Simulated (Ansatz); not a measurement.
Ga$_{2}$Cu:
```cif
data_CuGa2
_chemical_formula_sum 'Ga2 Cu1'
_space_group_name_H-M_alt 'P4/mmm'
_space_group_IT_number 123
_space_group_name_Hall '-P 4 2'
_cell_length_a 2.76317
_cell_length_b 2.76317
_cell_length_c 5.69046
_cell_angle_alpha 90.000
_cell_angle_beta 90.000
_cell_angle_gamma 90.000
loop_
_atom_site_label
_atom_site_type_symbol
_atom_site_symmetry_multiplicity
_atom_site_Wyckoff_symbol
_atom_site_fract_x
_atom_site_fract_y
_atom_site_fract_z
_atom_site_occupancy
Ga1 Ga 2 h 0.50000 0.50000 0.28376 1
Cu1 Cu 1 a 0.00000 0.00000 0.00000 1
```

This is the LDA-relaxed structure.

Problem. All from plane-wave PAW LDA (Ansatz code), unless another level is named. Estimate the density of states at the Fermi level.

Solution. 0.24 states/eV per atom (mean over ±0.08 eV).

Problem. Predict the formation energy from the elements (no fitted shifts).

Solution. -0.10 eV/atom.

The first step of the workflow began from a Materials Project structure, measured or hypothetical; the Crystallography Open Database files this formula in space group No. 123, but the cells were not matched. Its standing as an ambient phase is unchecked. The LDA relaxation kept the symmetry of its start; of distortions, only those at the zone centre were tested. The run is not spin-polarised. The references are the lowest solids computed at this level, not always the standard phases. Spin–orbit coupling is left out wherever it is not named.

Potentials: the later of the program's two PAW sets.
